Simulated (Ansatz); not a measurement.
Data:

ZrB2:
```xyz
3
Lattice="-1.7316 1.7316 3.1594 1.7316 -1.7316 3.1594 1.7316 1.7316 -3.1594" Properties=species:S:1:pos:R:3 pbc="T T T"
Zr     0.0000     0.0000     0.0000
B      0.0000     0.0000     2.3809
B      0.0000     0.0000     3.9379
```

This is the PBE-relaxed structure.

### Question
All from PBE in the plane-wave PAW code Ansatz, unless another level is named. Give the electronic character.

### Answer
metallic (no gap).

### Question
What about the density of states at the Fermi level?

### Answer
0.47 states/eV per atom (mean over ±0.08 eV).

### Question
Next, the formation energy from the elements (no fitted shifts)?

### Answer
7.9 kJ/mol-atom.

Space group I4/mmm (MoSi2 or CaC2 type). A made-up cell: these elements were put on the sites of a structure type; neither database checked (COD, Materials Project) lists it. It is not the phase usual at ambient conditions (space group No. 191). Symmetry was held in the PBE relaxation; its stability against distortions is not shown here. The run is not spin-polarised. The references are the lowest solids computed at this level, not always the standard phases. Spin–orbit coupling is left out wherever it is not named.

Potentials: the earlier of the program's two PAW sets.
